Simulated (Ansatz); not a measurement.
The cell below belongs to a search over invented structures; it isn't taken from experiment.

Input and command of a plane-wave DFT calculation in Ansatz:

```yaml
crystal:
  lattice:
    - [1.6396028202, 0.9466251296, 8.319194812]
    - [-1.6396028202, 0.9466251296, 8.319194812]
    - [0.0, -1.8932502593, 8.319194812]
  atoms:
    - { symbol: Ni, position: [0.7749572807, 0.7749572807, 0.7749572807] }
    - { symbol: Ni, position: [0.2250427193, 0.2250427193, 0.2250427193] }
    - { symbol: Se, position: [0.5, 0.5, 0.5] }
    - { symbol: F, position: [0.071121407, 0.071121407, 0.071121407] }
    - { symbol: F, position: [0.928878593, 0.928878593, 0.928878593] }
basis:
  ecutwfc: 500
kpoints:
  mp_grid: { grid: [12, 12, 12] }
hamiltonian:
  xc: r2scan
scf:
  occupations: { method: gaussian, width: 0.01 }
output:
  forces: true
  stress: true
  eigenvalues: true
```

```bash
ansatz run input.yaml --threads 1 --pin off --max-ram 2560MiB --backend cpu --events-out ev --progress --plain --runs-dir out
```

Processor: Arm Neoverse V1, 1 thread, on a host shared with other jobs.

How long does it run, and how much memory does it take?

About 100 s, peak memory 0.88 GiB. It solves 40 bands at 189 k points (after reduction by symmetry) with about 1951 plane waves, in 11 SCF iterations.
